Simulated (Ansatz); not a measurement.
KI:
Space group Fm-3m (No. 225); a = b = c = 7.1823 Å, α = β = γ = 90.00°

```
atom  site  symmetry       x       y       z
----  ----  --------  ------  ------  ------
K       4a      m-3m  0.0000  0.0000  0.0000
I       4b      m-3m  0.5000  0.5000  0.5000
```
(The calculation used a cell of 2 atoms; values per cell refer to that cell.)

Relaxed with PBE.

Decompose the optical modes at the zone centre into irreducible representations, and say which are infrared and Raman allowed.

Point group m-3m: Γ_opt = T1u. Infrared: T1u. Raman: none.

Assign frequencies (DFPT, DFT-PBE in the program Ansatz with PAW potentials; without the LO–TO term).

T1u 88 cm⁻¹.

Symmetry was held in the PBE relaxation; phonons on a q-mesh show no instability. Scalar-relativistic: spin–orbit coupling is off unless named, which matters more the heavier the elements.

Potentials: the later of the program's two PAW sets.
